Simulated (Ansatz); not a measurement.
GaP (zinc blende, space group No. 216), a = b = c = 5.439 Å, α = β = γ = 90.00°; the cell used has 2 atoms.

Relaxed with PBEsol. PBEsol (plane waves, PAW; program Ansatz) gives a gap of 1.45 eV.

Problem. What gap does HSE06 give on the same cell (Ansatz, PAW)?

Solution. 2.25 eV, 0.79 eV more. The hybrid was solved on a coarser mesh and at special points; the gap given is the minimum over both.

```json
[
 {"k": "Γ", "v1 PBEsol": "0.00", "c1 PBEsol": "1.80", "v1 HSE06": "0.00", "c1 HSE06": "2.85"},
 {"k": "X", "v1 PBEsol": "-2.73", "c1 PBEsol": "1.50", "v1 HSE06": "[?]", "c1 HSE06": "[?]"},
 {"k": "L", "v1 PBEsol": "-1.14", "c1 PBEsol": "1.60", "v1 HSE06": "[?]", "c1 HSE06": "[?]"},
 {"k": "W", "v1 PBEsol": "-3.51", "c1 PBEsol": "4.60", "v1 HSE06": "[?]", "c1 HSE06": "[?]"},
 {"k": "K", "v1 PBEsol": "-2.30", "c1 PBEsol": "2.06", "v1 HSE06": "[?]", "c1 HSE06": "[?]"}
]
```

Problem. Top valence (v1) and lowest conduction level (c1) in eV from each method's valence maximum (which need not be a listed point): supply the withheld HSE06 values.

Solution. 
- K, v1 HSE06: -2.47
- K, c1 HSE06: 2.91
- X, v1 HSE06: -2.95
- X, c1 HSE06: 2.27
- W, v1 HSE06: -3.73
- W, c1 HSE06: 5.51
- L, v1 HSE06: -1.22
- L, c1 HSE06: 2.53

Cost on shared cores: the PBEsol run (SCF on a 9×9×9 mesh, then bands and DOS) about 11 core-seconds (a rough figure), the HSE06 run (SCF on 7×7×7, then a few points) about 70 core-seconds (a rough figure); the tasks are unlike.

Space group F-43m (zinc blende). Symmetry was held in the PBEsol relaxation. Scalar-relativistic: spin–orbit coupling is off unless named, which matters more the heavier the elements.

Potentials: the earlier of the program's two PAW sets. The files were generated under PBE; for other functionals the program regenerates the frozen cores, and for LDA and PBEsol the local potential too.
